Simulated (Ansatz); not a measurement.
A generated cell, not matched to a known phase here, of MgCl$_{2}$: P4₂/mnm (No. 136), tP6, rutile type; a = b = 5.946 Å, c = 3.715 Å, α = β = γ = 90.00°; Mg 2a (0.000, 0.000, 0.000); Cl 4g (0.197, 0.197, 0.500). Calculation: r2SCAN (plane waves to 500 eV, PAW, scalar-relativistic; Ansatz, a quantum-chemistry and plane-wave program). Element references, the lowest calculated here: Mg (P6₃/mmc), Cl (Cmce); gases are represented by their molecular solids.

Q: Give the formation energy of this P4₂/mnm form of MgCl2 from the elements at the level r2SCAN.

A: -2.07 eV/atom.

A lower structure of this composition may exist.

Static energies, no anion corrections, no zero-point energy. Values are rounded to 0.01 eV/atom. Not shown to be the ambient phase of their composition (a lower form may be missing, and a cell relaxed within its start's symmetry can be a saddle point): MgCl2 (P4₂/mnm). The compounds carry no spin polarisation.
